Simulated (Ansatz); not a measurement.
Start of a relaxation of ZnSi2N2:

```cif
data_structure
_symmetry_space_group_name_H-M 'P4_2/mmc'
_symmetry_Int_Tables_number 131
_cell_length_a 3.7270
_cell_length_b 3.7270
_cell_length_c 7.6484
_cell_angle_alpha 90.000
_cell_angle_beta 90.000
_cell_angle_gamma 90.000
_cell_volume 106.24
loop_
_atom_site_label
_atom_site_type_symbol
_atom_site_symmetry_multiplicity
_atom_site_Wyckoff_symbol
_atom_site_fract_x
_atom_site_fract_y
_atom_site_fract_z
_atom_site_occupancy
Zn1 Zn 2 e 0.00000 0.00000 0.75000 1
Si1 Si 4 m 0.21897 0.50000 0.00000 1
N1 N 4 k 0.50000 0.18459 0.00000 1
```

The calculation used DFT PBE, scalar-relativistic, plane waves, PAW in Ansatz. Cutoff 420 eV, Gaussian smearing, Γ-centred meshes. Cell and atoms relax first on a coarse mesh and then on a finer one. In between, the cell is made exact in the group found at 0.06 Å. In metals the finer mesh still leaves noise of several meV/atom or more. The steps can't lower the symmetry of their start. No spin polarisation in the relaxation; trial moments died out in a coarse test.

A guess keeps its type if space group and coordination stay and the shape of the cell changes little (axis ratios within about 15 %, angles within 6°); the volume may change.

Question: Does it keep its structure type, or change into something else?

Answer: It doesn't keep its type. The symmetry stays P4_2/mmc (No. 131). The volume per atom grows by 8.6 %, from 10.6 to 11.5 Å³. The shortest distance goes from 1.38 Å (N–N) to 1.86 Å (Si–N). The ratio c/a of the conventional cell changes by a factor of 0.38. Counting neighbours within 15 % of an atom's shortest distance, the start has N 3, Si 3, Zn 16 and the end N 4, Si 4, Zn 2. In detail, at the end around Zn lie 2 Zn at 2.07 Å; around Si lie 2 N at 1.86 Å, 2 N at 2.07 Å and 1 Si at 2.55 Å; around N lie 2 Si at 1.86 Å and 2 Si at 2.07 Å.

```xyz
10
Lattice="5.2779 0.0000 0.0000 0.0000 5.2779 0.0000 0.0000 0.0000 4.1432" Properties=species:S:1:pos:R:3 pbc="T T T"
Zn    0.0000    0.0000    3.1074
Zn    0.0000    0.0000    1.0358
Si    1.2752    2.6390    0.0000
Si    4.0027    2.6390    0.0000
Si    2.6390    1.2752    2.0716
Si    2.6390    4.0027    2.0716
N     2.6390    1.3763    0.0000
N     2.6390    3.9016    0.0000
N     3.9016    2.6390    2.0716
N     1.3763    2.6390    2.0716
```

The last run used an 8×8×10 mesh (in the run's order of axes) for its 10-atom cell and Gaussian smearing of 0.10 eV. A structure relaxed within its symmetry needn't be a true minimum. Another cell of ZnSi2N2 relaxed alike, in P-3m1, lies 0.53 eV/atom lower, so this cell isn't the stable form at this level.
